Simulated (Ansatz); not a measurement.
I:
```
I
1.0
    3.57557    -2.16141     0.00000
    3.57557     2.16141     0.00000
    0.00000     0.00000     9.52800
I
4
Direct
  0.82099   0.17901   0.87694
  0.32099   0.67901   0.62306
  0.17901   0.82099   0.12306
  0.67901   0.32099   0.37694
```

Relaxed with LDA. Special points in fractions of this cell's reciprocal vectors: Γ (0.000, 0.000, 0.000); Y (0.500, 0.500, 0.000); F0 (0.341, 0.659, 0.000); Δ0 (-0.341, 0.341, 0.000); Z (0.000, 0.000, 0.500); B0 (-0.341, 0.341, 0.500); G0 (0.341, 0.659, 0.500); T (0.500, 0.500, 0.500); S (0.000, 0.500, 0.000); R (0.000, 0.500, 0.500).

Task: List the band energies nearest the valence-band maximum at these points for the program Ansatz at the LDA level (PAW).

Result: In eV from the valence-band maximum; about four levels below and three above (degenerate sets whole), none deeper than 8.9 eV; points with the same levels are listed once.

| k | below | above |
|---|---|---|
| Γ | -1.00 -0.89 -0.43 -0.01 | 1.12 1.95 4.37 |
| Y | -1.91 -1.79 -1.33 -0.66 | 0.84 1.57 4.17 |
| F0 | -2.33 -1.27 -1.26 -0.57 | 1.63 1.72 6.00 |
| Z | -0.72 -0.72 -0.16 -0.16 | 1.13 1.13 5.25 5.25 |
| B0 | -1.25 -1.25 -0.73 -0.73 | 1.45 1.45 6.46 6.46 |
| T | -1.56 -1.56 -1.17 -1.17 | 0.83 0.83 5.24 5.24 |
| S | -1.72 -1.72 -1.00 -1.00 | 2.23 2.23 4.80 4.80 |
| R | -1.23 -1.23 0.00 0.00 | 1.06 1.06 5.31 5.31 |

Space group Cmce (molecular I2 type). The LDA relaxation kept the symmetry of its start. A crystal of weakly bound molecules computed without a dispersion correction: the cell and the soft elastic constants depend strongly on that. Spin–orbit coupling is left out wherever it is not named.

Potentials: the later of the program's two PAW sets.
